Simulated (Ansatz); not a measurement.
Before relaxation, 1 MeNH2 a cell, upright, over a hollow Na-Na site (Na, Im-3m (No. 229), (1 0 0) face):

```
CELL_PARAMETERS angstrom
8.15590 0.00000 0.00000
0.00000 8.15590 0.00000
0.00000 0.00000 26.46442
ATOMIC_POSITIONS crystal
Na 0.25000 0.75000 0.30229
Na 0.25000 0.25000 0.30229
Na 0.75000 0.75000 0.30229
Na 0.75000 0.25000 0.30229
Na 0.50000 0.50000 0.37934
Na 0.50000 0.00000 0.37934
Na 0.00000 0.50000 0.37934
Na 0.00000 0.00000 0.37934
Na 0.75000 0.25000 0.46018
Na 0.75000 0.75000 0.46018
Na 0.25000 0.25000 0.46018
Na 0.25000 0.75000 0.46018
Na 0.00000 0.00000 0.54388
Na 0.00000 0.50000 0.54388
Na 0.50000 0.00000 0.54388
Na 0.50000 0.50000 0.54388
C 0.21126 0.34573 0.69474
N 0.25176 0.36607 0.64152
H 0.20719 0.46755 0.71344
H 0.30652 0.26973 0.71344
H 0.09001 0.28486 0.69884
H 0.15761 0.43399 0.62474
H 0.25000 0.25000 0.62474
```

Theory: DFT PBE+D3(BJ), scalar-relativistic, plane waves, PAW (Ansatz 0.2.0). Cutoff 420 eV; k points 3×3×1 on the computed 23-atom cell (Γ-centred); Gaussian smearing, width 0.10 eV; no spin polarisation. The cell repeats along c with a dipole correction in the vacuum.

Atoms 1, 2, 3, 4, 5, 6, 7, 8 (counted from 1) are held. The cell is fixed. Force threshold 0.04 eV/Å.

(1) Where does it end?

The end is the local minimum or symmetric point that this start leads to. The slab is only 6.1 Å thick, so the energy isn't converged with thickness.

Spin polarisation was left out, and a magnetic state may lie lower.

## Answers

(1) The energy falls by 0.389 eV in 26 steps, to:

```
CELL_PARAMETERS angstrom
8.15590 0.00000 0.00000
0.00000 8.15590 0.00000
0.00000 0.00000 26.46442
ATOMIC_POSITIONS crystal
Na 0.25000 0.75000 0.30229
Na 0.25000 0.25000 0.30229
Na 0.75000 0.75000 0.30229
Na 0.75000 0.25000 0.30229
Na 0.50000 0.50000 0.37934
Na 0.50000 0.00000 0.37934
Na 0.00000 0.50000 0.37934
Na 0.00000 0.00000 0.37934
Na 0.75020 0.24785 0.45972
Na 0.75171 0.75238 0.45889
Na 0.24945 0.24971 0.46078
Na 0.24815 0.75021 0.45977
Na 0.00108 0.00045 0.54636
Na 0.99180 0.50218 0.54131
Na 0.50123 0.99412 0.54185
Na 0.50801 0.50639 0.54535
C 0.51395 0.37162 0.66776
N 0.39933 0.42664 0.62811
H 0.59601 0.47324 0.67780
H 0.59071 0.27220 0.65265
H 0.45378 0.32716 0.70248
H 0.32532 0.51823 0.64160
H 0.32128 0.33284 0.61843
```

Cost: 1 run of about 57 core-minutes, on Arm Neoverse V1 (shared hosts).